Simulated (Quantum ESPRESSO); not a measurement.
# Computed records: MgAl3N4 (made-up cell)

All values are calculated (Quantum ESPRESSO 7.5). Calculation on a made-up crystal cell, not a measurement: periodic Kohn-Sham density functional theory in plane waves with PseudoDojo standard norm-conserving scalar-relativistic pseudopotentials, each functional with its own files (v0.5 for PBE, v0.4.1 for LDA and PBEsol), no spin polarisation, no spin-orbit coupling, atoms not relaxed, stress positive in tension, energies less a fixed whole-eV offset for each atom's element; levels are Kohn-Sham levels at fractions of this cell's reciprocal vectors, counted from the reference band (half the neutral cell's valence electrons, rounded up) at Gamma; error bars cover cutoff and k-mesh only, not smearing or the files; added strain carries the atoms with the cell, and shear is the tensor component; each bar is the largest change over components, and at least 0.002 eV, 0.002 eV per angstrom or 0.02 GPa; energies are for the whole cell, and the offsets were chosen from early runs and are not element reference energies.

Entry: MgAl3N4 (made-up cell)

Unstrained structure:
```xyz
8
Lattice="4.1471 0.0000 0.0000 0.0000 4.1471 0.0000 0.0000 0.0000 4.1471" Properties=species:S:1:pos:R:3 MgAl3N4
Al    -0.0387     0.0180     0.0193
Mg    -0.0087     2.0699     2.0546
Al     2.1065    -0.0035     2.0947
Al     2.1171     2.0751     0.0009
N      2.0636     0.0265    -0.0334
N      2.0953     2.0840     2.0946
N      4.1696     0.0048     2.0872
N      4.1568     2.0592     0.0107
```

- lattice type: rocksalt
- functional: pbe
- cutoff: 1143 eV
- fermi dirac smearing: 0.1 eV
- scf tolerance: 1e-07 eV
- electrons removed: 0
- added strain kind: zz
- added strain: -0.0156
- k mesh: 6 x 6 x 6, shifted by half a step
- structure shown: before the added strain of -0.0156

Atoms:
```csv
atoms element,atom site,atom energy offset (eV)
Al,1,-64
Mg,2,-1617
Al,3,-64
Al,4,-64
N,5,-283
N,6,-283
N,7,-283
N,8,-283
```

To be estimated
1. Estimate the stress xy of MgAl3N4 (made-up cell).
2. Give the table of levels values for MgAl3N4 (made-up cell).

Calculated values
1. 0.008677 GPa
2. 
Levels:
```csv
level k point,next band up (eV)
Gamma,3.828
"(1/2,1/2,1/2)",5.504
"(0.15,0,0)",4.286
"(0,0.15,0)",4.282
"(0,0,0.15)",4.249
```

Further results for MgAl3N4 (made-up cell):

- free energy less offsets: -0.7894 eV
- smearing term minus ts: -0.1127 eV
- scf iterations: 11
- pressure: 2.039 GPa
- stress xx: -0.5818 GPa
- stress yy: -0.6172 GPa
- stress zz: -4.918 GPa
- stress yz: -0.02441 GPa
- stress xz: 0.01854 GPa
- fermi level: -0.5223 eV
- reference band: 20
- error bar energy: 0.004652 eV
- error bar stress: 0.02 GPa
- error bar force: 0.01038 eV/Å
- error bar next band up: 0.002 eV
- error bar fermi level: 0.002559 eV
- error bars from: tighter rerun of a related cell

Forces:
```csv
site,x (eV/Å),y (eV/Å),z (eV/Å)
1,0.6981,-0.1607,-0.1965
2,0.6067,0.1415,0.5097
3,-0.4602,0.07628,-0.265
4,-0.5746,0.0763,0.02808
5,0.3009,-0.3376,0.7566
6,-0.2605,0.01328,-0.3603
7,-0.2445,-0.127,-0.1976
8,-0.06593,0.318,-0.2749
```
